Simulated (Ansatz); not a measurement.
Values for one crystal, relaxed and computed with r²SCAN (plane waves, PAW; program Ansatz); other levels are named.

| Quantity | Value |
|---|---|
| Volume per atom | 14.55 Å³ |
| Electronic character | metallic (no gap) |
| Formation energy from the elements (no fitted shifts) | -0.84 eV/atom |
| Density of states at the Fermi level | 0.77 states/eV per atom (mean over ±0.08 eV) |
| Gap with spin–orbit coupling | none (metallic) |
| Pressure derivative B′ | 4.5 |
| Bulk modulus (Birch–Murnaghan fit) | 196 GPa |

**Question.** Pick the material that matches.
A. BIr, P-6m2 (B on 1b, Ir on 1e)
B. YBRh3, cubic perovskite
C. YSnGe, Cmcm (Y on 4c, Sn on 4c, Ge on 4c)
D. CrB4, Immm (Cr on 2a, B on 8l)

**Answer.** B, YBRh3, cubic perovskite

Space group Pm-3m (cubic perovskite). The workflow started from an entry of the Crystallography Open Database (COD). Its standing as an ambient phase is unchecked. The r²SCAN relaxation kept the symmetry of its start; its stability against distortions is not shown here. The run is not spin-polarised. The references are the lowest solids computed at this level, not always the standard phases. Spin–orbit coupling is left out wherever it is not named.

Potentials: the later of the program's two PAW sets.
